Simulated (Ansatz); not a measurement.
NbNO in space group I4_1md (No. 109; Nb on 4a, N on 4a, O on 4a), DFT-LDA in the program Ansatz with PAW potentials. The conduction-band minimum lies at Γ, with 1 equivalent valley. Second derivatives d²E/dk² of the lowest band at one valley (eV·Å²), along Cartesian directions:

```json
[
 {"direction": "[100]", "d²E/dk²": "33.41"},
 {"direction": "[010]", "d²E/dk²": "33.41"},
 {"direction": "[001]", "d²E/dk²": "3.050"},
 {"direction": "[110]", "d²E/dk²": "33.41"},
 {"direction": "[101]", "d²E/dk²": "18.25"},
 {"direction": "[011]", "d²E/dk²": "18.25"}
]
```

Question: Find the principal effective masses, the density-of-states mass and the conductivity mass.

Answer: Off-diagonal terms follow from H_xy = H[110] − (H_xx + H_yy)/2, and m*/mₑ = 7.620 eV·Å² over each eigenvalue: 0.23, 0.23, 2.5. One valley's DOS mass (m₁m₂m₃)^(1/3) = 0.51, conductivity mass 3/(Σ 1/mᵢ) = 0.33 mₑ.

Question: What effective density of states Nc follows at 300 K for parabolic valleys?

Answer: Nc = 2.509e19 × 1 × (0.51)^(3/2) ≈ 9.1e18 cm⁻³.

Question: With the computed static dielectric constant 54.2 (mean of the diagonal), estimate a hydrogenic donor's binding energy and radius.

Answer: E = 13.606 eV × 0.33/54.2² ≈ 1.5 meV; a = 0.529 Å × ε/m* ≈ 87 Å. Semilocal masses tend to be too small when the gap is underestimated.

The first step of the workflow began from a Materials Project structure, measured or hypothetical; the Crystallography Open Database copy checked does not list it. COD files the formula under space group No. 14. Its standing as an ambient phase is unchecked. The LDA relaxation kept the symmetry of its start; its stability against distortions is not shown here. The run is not spin-polarised. Spin–orbit coupling is left out wherever it is not named.

Potentials: the later of the program's two PAW sets.
